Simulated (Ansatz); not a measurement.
Structure: Ba₂RuN₂ (I4/mmm) from a database of computed structures, at its r2SCAN minimum. The symmetry is I4/mmm (No. 139, tetragonal); a = 4.167 Å, c = 13.076 Å in the conventional setting, 22.71 Å³ an atom. Ba has 5 N at 2.92–2.95 Å; Ru has 2 N at 1.81 Å; N has 1 Ru at 1.81 Å and 5 Ba at 2.92–2.95 Å.

3 runs of Ansatz on this cell differ in the functional (and in the settings that go with it). Levels are in eV from each run's valence top; v1 is the last filled band, c1 the first empty one.

Run A, mean stress 0.0 GPa (compression positive):

| point | v5 | v3 | v1 | c1 | c2 | c3 |
| --- | --- | --- | --- | --- | --- | --- |
| Γ | -2.08 | -1.83 | -1.29 | 1.08 | 1.17 | 1.17 |
| X | -2.03 | -1.49 | -0.01 | 0.07 | 0.29 | 1.53 |
| P | -2.07 | -1.33 | 0.00 | 0.13 | 0.13 | 1.63 |
| N | -2.98 | -2.13 | -0.57 | 0.78 | 1.14 | 2.22 |
| M | -2.16 | -2.00 | -1.28 | 1.57 | 1.63 | 1.63 |
| S | -2.96 | -2.02 | -0.62 | 0.77 | 1.17 | 2.18 |

Run B, mean stress -4.7 GPa (compression positive):

| point | v5 | v3 | v1 | c1 | c2 | c3 |
| --- | --- | --- | --- | --- | --- | --- |
| Γ | -1.95 | -1.66 | -1.10 | 0.83 | 0.99 | 0.99 |
| X | -1.90 | -1.33 | -0.05 | 0.09 | 0.13 | 1.35 |
| P | -1.94 | -1.14 | 0.00 | 0.00 | 0.10 | 1.47 |
| N | -2.86 | -1.97 | -0.44 | 0.57 | 0.94 | 2.00 |
| M | -2.00 | -1.88 | -1.10 | 1.37 | 1.43 | 1.43 |
| S | -2.84 | -1.86 | -0.48 | 0.55 | 0.97 | 1.95 |

Run C, mean stress -0.7 GPa (compression positive):

| point | v5 | v3 | v1 | c1 | c2 | c3 |
| --- | --- | --- | --- | --- | --- | --- |
| Γ | -2.40 | -2.36 | -2.04 | 2.07 | 2.47 | 2.47 |
| X | -2.38 | -2.30 | -0.02 | 0.83 | 1.38 | 2.49 |
| P | -2.40 | -2.05 | 0.00 | 1.02 | 1.02 | 2.84 |
| N | -3.37 | -2.70 | -1.05 | 2.03 | 2.49 | 3.05 |
| M | -2.63 | -2.27 | -2.07 | 2.52 | 3.07 | 3.07 |
| S | -3.35 | -2.61 | -1.10 | 2.03 | 2.53 | 3.00 |

Problem. Match the runs to LDA, r2SCAN, PBE0.

Solution. A is r2SCAN, B is LDA, C is PBE0. In order of the gap: LDA 0, r2SCAN 0.07, PBE0 0.83 eV. The stress vanishes for r2SCAN, which relaxed the cell.

The values are computed, spin-unpolarised, and not measurements.

The runs are scalar-relativistic, without spin-orbit coupling.

The program warns that its thresholds are loose for a hybrid's stress.

Gaps or overlaps of about a tenth of an eV are at the limit of these meshes: between the points read a gap can be smaller or closed.
